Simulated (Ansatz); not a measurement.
An Ansatz (a quantum-chemistry and plane-wave program) run. Input:

Ansatz 0.2 input:
```yaml
crystal:
  lattice:
    - [1.3977615674, -5.0192104868, 0.0]
    - [1.3977615674, 5.0192104868, 0.0]
    - [0.0, 0.0, 4.2154248425]
  atoms:
    - { symbol: Al, position: [0.6551813459, 0.3448186541, 0.25] }
    - { symbol: Pd, position: [0.9104510406, 0.0895489594, 0.25] }
    - { symbol: Al, position: [0.3448186541, 0.6551813459, 0.75] }
    - { symbol: Pd, position: [0.0895489594, 0.9104510406, 0.75] }
kpoints:
  mp_grid: { grid: [15, 15, 10] }
hamiltonian:
  xc: r2scan
  pseudopotentials: { azcp: { folder: ./paw }, kind: paw }
scf:
  occupations: { method: gaussian, width: 0.1 }
checkpoint: { read: metal.run }
output: { bader: true, populations: true }
```

Output (shortened):

```
Pseudopotential: Al, paw, valence charge 3
Pseudopotential: Pd, paw, valence charge 18
Functional definition: r2SCAN
Crystal: 4 atoms, lattice volume = 59.148 Å³
Basis set: ecut = 500 eV, 1493 PW (Γ), exchange–correlation on 160×160×128 points (64 copies of the dense FFT grid, shifted against one another)
Bands: 26, of which v1, the nominal top of the filled ones, is band 21 counted from 1 (20 counted from 0)
Symmetry: 8 space group operations
Space group: Cmcm (ITA 63), of the structure as read, at distance tolerance 3.9e-5 Å
k-points: 384 of 2250
Stability of the state it starts from, as read at its close in the unpolarized treatment …
iter 1 solved again at ethr=1.74e-8 eV; its pass at ethr=3.10e-3 eV (dr2=7.32e-6 eV) is discarded
SCF iter   1: F=—  HF=-15055.239012 eV  |F-HF|=—  |Δ(HF+E_count)|=         —  Δρ=4.33e-7  dr2=6.44e-11  dr2_τ=1.26e-11  ethr=1.74e-8  ⟨swp⟩=3.0  Hψ=65426  notcnv=0
preconditioner: auto → Kerker (q_TF=auto, 2.577 Å⁻¹)
SCF iter   2: F=-15055.239012 eV  HF=-15055.239012 eV  |F-HF|=5.46e-12  |Δ(HF+E_count)|=   1.56e-8  Δρ=2.60e-7  dr2=3.55e-11  dr2_τ=2.21e-12  ethr=1.00e-12  ⟨swp⟩=5.7  Hψ=36464  notcnv=0
SCF 1 converged in 2 iterations: F = -15055.239012 eV  dr2 = 3.55e-11
SCF converged after 2 iterations
Free energy (F): -15055.239012 eV
Harris-Foulkes:  -15055.239012 eV  (|F-HF|=5.46e-12)
Internal energy: -15055.231992 eV  (E = F + TS)
E sigma→0 (E₀):  -15055.235502 eV
Entropy (-TS):   -0.007020 eV (-1.755 meV/atom)
Fermi energy:    14.671097 eV
--- Per-component energies (eV) ---
  E_band       = -472.065090
  E_kinetic    = 950.489665
  E_local      = -5458.394044  (includes V_loc(G=0)·N_el)
  E_nonlocal   = 757.266891
  E_hartree    = 2298.725414
  E_xc         = -333.410081
  E_vxc        = -448.921061  (∫ρ·V_xc dr)
  E_paw        = -8614.214905  (= ΣΔE_a)
  E_vpaw       = -902.547489  (= ΣTr[D̂ρ^β])
  E_aug_tail   = 0.000307  (compensation charges beyond the density's cutoff)
  E_vtau       = 32.589687  (kinetic-family band-sum trace: ∫τ·v_τ [+ j·A + Jᵃ·Aᵃ] dr)
  E_ewald      = -4654.670857
  E_core_change = -1.024383  (= ΣΔE_core)
  E_smearing   = -0.007020  (= −TS)
  E_closure    =  0.000000  (closes the sum)
  Σ components = -15055.239012   (vs F -15055.239012, Δ=0.00e0)
  [band-id]    e_kinetic+e_local+e_nonlocal+2·e_hartree+e_vxc+e_vpaw+e_augmentation_tail+e_vtau = -472.065215   (vs E_band -472.065090, Δ=-1.25e-4)
--- Band table (eV; the first three rows and the last of 384) ---
  k-point 0: bands = ["-72.8581", "-72.8394", "-37.8551", "-37.7823", "-37.7367", "-37.7008", "-37.6329", "-37.6146", "3.9914", "7.2537", "9.2142", "9.4075", "9.7007", "10.1407", "11.6040", "11.7983", "11.9320", "12.1638", "12.2001", "12.7637", "12.7749", …
  k-point 1: bands = ["-72.8576", "-72.8398", "-37.8546", "-37.7873", "-37.7328", "-37.7006", "-37.6325", "-37.6150", "4.0885", "7.2811", "9.2271", "9.4248", "9.6797", "10.1228", "11.5813", "11.7917", "11.8745", "12.1923", "12.2442", "12.2598", "12.7487", …
  k-point 2: bands = ["-72.8563", "-72.8412", "-37.8527", "-37.7985", "-37.7246", "-37.7002", "-37.6312", "-37.6163", "4.3756", "7.3211", "9.2586", "9.4277", "9.6576", "10.0665", "11.4032", "11.5325", "11.7626", "11.7800", "12.2584", "12.3190", "12.6572", …
  k-point 383: bands = ["-72.8487", "-72.8487", "-37.8363", "-37.8363", "-37.7027", "-37.7027", "-37.6237", "-37.6237", "7.0285", "7.0285", "8.2517", "8.2517", "9.7866", "9.7866", "10.4381", "10.4381", "11.5815", "11.5815", "12.3170", "12.3170", "12.4411", …
--- Löwdin populations: 4 sites ---
  site symbol       q [e]
     0     Al      3.4796
     1     Pd     17.3528
     2     Al      3.4796
     3     Pd     17.3528
  spilling = 0.007983 (of n_electrons = 42.000000)
--- Bader charges: 4 sites ---
  site symbol  charge [e]  shift [e]
     0     Al      1.7305     0.0003
     1     Pd     -1.7304     0.0003
     2     Al      1.7304     0.0003
     3     Pd     -1.7305     0.0003
  shift: an alarm, by how much a part of what the PAW files miss would move the charge. Where it is large, compare
  with a run on PAW files of another source; a small one proves nothing
  estimated error of the sums over rays = 6.4e-4 e
```

Cost: around 80 core-seconds (rough) on shared cores.

The start of the workflow was typed in or built on a structure type; neither database checked (COD, Materials Project) lists it. Whether it is the stable phase at ambient conditions was not checked. The r²SCAN relaxation kept the symmetry of its start; its stability against distortions is not shown here. The run is not spin-polarised. Scalar-relativistic: spin–orbit coupling is off unless named, which matters more the heavier the elements.

Potentials: the earlier of the program's two PAW sets.

Ansatz is a plane-wave DFT program.
